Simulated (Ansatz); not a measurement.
Here is the system:

SiGe:
```
CELL_PARAMETERS angstrom
      3.92333     0.00000     0.00000
      0.00000     3.92812     0.00000
      0.00000     0.00000     5.54304
ATOMIC_POSITIONS crystal
  Si 0.75000 0.00000 0.87998
  Si 0.25000 0.00000 0.12002
  Ge 0.25000 0.50000 0.36941
  Ge 0.75000 0.50000 0.63059
```

This is the r²SCAN-relaxed structure. Tensor components refer to the Cartesian frame of this cell.

All from r²SCAN (plane waves, PAW; program Ansatz), unless another level is named. Estimate the gap with spin–orbit coupling.

0.54 eV.

Give the smallest direct gap on the standard path.

0.80 eV.

Predict the electron effective mass with spin–orbit coupling.

0.30, 0.42, 0.68 mₑ (principal values).

Predict the weight of the valence-edge state by species (Voronoi cells).

Ge 57 %, Si 43 %.

Predict the conduction-band minimum.

on the S–Y line, 5 % of the way from S (k = 0.474, -0.500, 0.000) (2 equivalent valleys).

Space group Pmma. The start of the workflow was typed in or built on a structure type; neither database checked (COD, Materials Project) lists it. Whether it is the stable phase at ambient conditions was not checked. Symmetry was held in the r²SCAN relaxation; whether a distortion lowers the energy is not shown. Scalar-relativistic: spin–orbit coupling is off unless named, which matters more the heavier the elements.

Potentials: the later of the program's two PAW sets.
